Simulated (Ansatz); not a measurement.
CoCl2:
```yaml
crystal:
  lattice:
    - [1.76727, 1.02033, 5.78431]
    - [-1.76727, 1.02033, 5.78431]
    - [0.00000, -2.04067, 5.78431]
  atoms:
    - { symbol: Co, position: [0.00000, 0.00000, 0.00000] }
    - { symbol: Cl, position: [0.74280, 0.74280, 0.74280] }
    - { symbol: Cl, position: [0.25720, 0.25720, 0.25720] }
```
The run is spin-polarised; directions of the spins, atom by atom: ↑ 0 0.

Relaxed with r²SCAN+D4.

### Question
Give the Bader charges and basin volumes of the independent atoms, r²SCAN+D4 in the plane-wave PAW code Ansatz.

### Answer


```csv
atom,Bader charge (e),Bader volume (Å³)
Co1,+1.23,10.3
Cl2,-0.61,26.1
```

Space group R-3m. The workflow started from a Materials Project entry (that database holds measured and hypothetical structures alike); the Crystallography Open Database files this formula in space group No. 166, but the cells were not matched. Its standing as an ambient phase is unchecked. The cell was relaxed with r²SCAN+D4 under the symmetry of its start; whether a distortion lowers the energy is not shown. Spin order of the final state: ferromagnetic, the only order run, not a proven ground state. The cell computed holds one magnetic atom, so no antiferromagnetic order was within reach. Other orbital occupations within this spin state were not tried. No Hubbard U is applied.

Potentials: the later of the program's two PAW sets.
